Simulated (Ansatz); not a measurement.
The relaxed structure here is a generated cell of Fe: the first start was made by placing the elements on the sites of a structure type, and the end was not matched to a known phase here, so it may be hypothetical. Known forms of Fe include space group No. 229.

One stationary structure of Fe. Space group P6₃/mmc (No. 194). Level of theory: r2SCAN (plane waves to 500 eV, PAW, scalar-relativistic; Ansatz, an electronic-structure program).

Space group P6₃/mmc (No. 194); a = b = 2.5159 Å, c = 9.2224 Å, α = β = 90.00°, γ = 120.00°

```tsv
atom	site	symmetry	x	y	z
Fe	4f	3m.	0.6667	0.3333	0.1190
```

**Question.** What magnetic moment does r2SCAN give?

**Answer.** Net 2.83 μB/atom, ferromagnetic.

Spin state reached: ferromagnetic (net 2.83 μB/atom), from parallel starting moments; other spin orders were not run from this start. r2SCAN tends to overstate moments in metals.

The run could not lose the symmetry of its start: the end is stationary, and may be a saddle point rather than a minimum.
